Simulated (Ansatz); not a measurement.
SnAu (NiAs type, P6_3/mmc) under volume change, the program Ansatz at the PBEsol level (PAW), shape and atoms relaxed at each volume.

```csv
V (Å³/atom),E − E(relaxed) (meV/atom),P (GPa)
20.556,?,?
21.234,?,?
21.912,6.0,2.90
22.589,0.0,0.00
23.267,5.3,-2.44
23.945,20.1,-4.47
24.622,42.7,-6.16
```

Question: What belongs in the gaps?

Answer: 
- 20.556, E − E(relaxed) (meV/atom): 61.3
- 20.556, P (GPa): 10.67
- 21.234, E − E(relaxed) (meV/atom): 25.4
- 21.234, P (GPa): 6.41

Question: What does a third-order Birch–Murnaghan fit give for V₀, B₀ and B′?

Answer: V₀ = 22.59 Å³/atom, B₀ = 88.9 GPa, B′ = 5.1.

The workflow started from a Materials Project entry (that database holds measured and hypothetical structures alike); the Crystallography Open Database files this formula in space group No. 194, but the cells were not matched. Its standing as an ambient phase is unchecked. The PBEsol relaxation kept the symmetry of its start; of distortions, only those at the zone centre were tested. Scalar-relativistic: spin–orbit coupling is off unless named, which matters more the heavier the elements.

Potentials: the later of the program's two PAW sets.
